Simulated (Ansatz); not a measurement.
KI in the rocksalt structure, relaxed with r2SCAN: 6 runs in the plane-wave code Ansatz, each a construction of maximally localised Wannier functions. The symmetry is Fm-3m (No. 225, cubic); conventional cell a = 7.089 Å, 44.52 Å³ an atom. K has 6 I at 3.54 Å; I has 6 K at 3.54 Å. Calculated for a static, non-magnetic cell.

```
K I
1.0
     0.00000    3.54428    3.54428
     3.54428    0.00000    3.54428
     3.54428    3.54428    0.00000
K I
1 1
Direct
  0.00000 0.00000 0.00000
  0.50000 0.50000 0.50000
```

Windows count from the top of the filled bands; a dash means that no such window was set (without an outer window there is no disentanglement).

| functional | SCF mesh | trial orbitals | functions | mesh | window (eV) | frozen (eV) | Ω total (Å²) | Ω invariant (Å²) | largest spread (Å²) | least projectability |
| --- | --- | --- | --- | --- | --- | --- | --- | --- | --- | --- |
| PBE | 6×6×6 | I s, I p | 4 | 4×4×4 | – | – | 7.21 | 5.98 | 1.80 | 0.94 |
| PBE | 6×6×6 | I s, I p | 4 | 6×6×6 | – | – | 7.49 | 6.23 | 1.87 | 0.94 |
| PBE | 6×6×6 | I p | 3 | 4×4×4 | – | – | 6.69 | 6.65 | 2.23 | 0.98 |
| r2SCAN | 6×6×6 | I s, I p | 4 | 4×4×4 | – | – | 7.13 | 5.88 | 1.78 | 0.94 |
| r2SCAN | 6×6×6 | I p | 3 | 4×4×4 | – | – | 6.59 | 6.56 | 2.20 | 0.98 |
| HSE06 | 4×4×4 | I s, I p | 4 | 4×4×4 | – | – | 7.10 | 5.85 | 1.78 | 0.94 |

For I s, I p with PBE the spread goes 7.21 Å² (4×4×4), 7.49 Å² (6×6×6): finite differences on a coarse mesh understate it.

Spin-orbit coupling is left out, which matters wherever the heavy atoms make up the band edges.
